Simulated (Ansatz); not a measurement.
The start is a generated trial cell of Te2Mo in the AFLOW prototype AB2_hP12_194_f_ah (C14, as in MgZn2). The structure is fully relaxed (lattice and positions, P = 0) with PBE (plane waves to 420 eV, PAW, scalar-relativistic; Ansatz, an electronic-structure program). First-step values are on the input's coarse k-mesh.

Ansatz input (later rounds restart from its end on a renewed k-mesh):
Ansatz 0.2 input:
```yaml
crystal:
  lattice:
    - [6.4431817, 0, 0]
    - [-3.2215908, 5.579959, 0]
    - [0, 0, 10.5671634]
  atoms:
    - { symbol: Mo, position: [0.33333333, 0.66666667, 0.06286] }
    - { symbol: Mo, position: [0.66666667, 0.33333333, 0.56286] }
    - { symbol: Mo, position: [0.66666667, 0.33333333, 0.93714] }
    - { symbol: Mo, position: [0.33333333, 0.66666667, 0.43714] }
    - { symbol: Te, position: [0, 0, 0] }
    - { symbol: Te, position: [0, 0, 0.5] }
    - { symbol: Te, position: [0.830485, 0.169515, 0.25] }
    - { symbol: Te, position: [0.66097, 0.830485, 0.75] }
    - { symbol: Te, position: [0.830485, 0.66097, 0.25] }
    - { symbol: Te, position: [0.169515, 0.830485, 0.75] }
    - { symbol: Te, position: [0.33903, 0.169515, 0.25] }
    - { symbol: Te, position: [0.169515, 0.33903, 0.75] }
basis: { ecutwfc: 420, ecutrho_ratio: 4, xc_grid: 2, fft_grid_basis: typed }
kpoints: { mp_grid: { grid: [4, 4, 2] } }
hamiltonian:
  xc: pbe
  dispersion: none
  pseudopotentials: { azcp: { folder: ./paw }, kind: paw }
scf: { occupations: { method: fermi_dirac, width: 0.05 } }
relax: { f_tol: 0.01, max_steps: 100, cell: { stress_tol: 0.02 } }
output: { forces: true, stress: true }
```

```yaml
largest_initial_force: about 0.7 eV/Å, on Te7, Te8, Te9, Te10, Te11, Te12 (atoms numbered as listed)
outcome: The space group stays P6₃/mmc (No. 194) (the run could not lower it), with 12 atoms in the primitive cell
energy_released: 0.90 to 0.91 eV/atom (the two k-meshes of the run give this range)
volume_change: -10.1 %, from 31.66 to 28.46 Å³/atom
Shortest distances (start → end): "The closest pairs of elements (up to four, under 3.6 Å), start → end: Mo–Te 3.78 → 2.73 Å; Te–Te 3.17 → 2.92 Å"
band_gap_at_the_end: no gap (metallic)
optimiser_moves: 18
```

The end point of the relaxation:

Space group P6₃/mmc (No. 194); a = 5.888 Å, b = 5.888 Å, c = 11.373 Å, α = 90.00°, β = 90.00°, γ = 120.00°

```json
[
 {"atom": "Mo", "site": "4f", "symmetry": "3m.", "x": "0.6667", "y": "0.3333", "z": "0.0614"},
 {"atom": "Te", "site": "2a", "symmetry": "-3m.", "x": "0.0000", "y": "0.0000", "z": "0.0000"},
 {"atom": "Te", "site": "6h", "symmetry": "mm2", "x": "0.3361", "y": "0.1680", "z": "0.2500"}
]
```

Final values are on a 8×8×4 k-mesh of the relaxed cell. The relaxed cell holds bonded Te–Te pairs (2.92 Å). No spin polarisation in the result. A magnetic state may lie lower.

The run could not lose the symmetry of its start.

The first start was generated by placing the elements on the sites of a structure type. A measured structure of Te2Mo has the same space group, P6₃/mmc (No. 194); the sites were not compared with it.
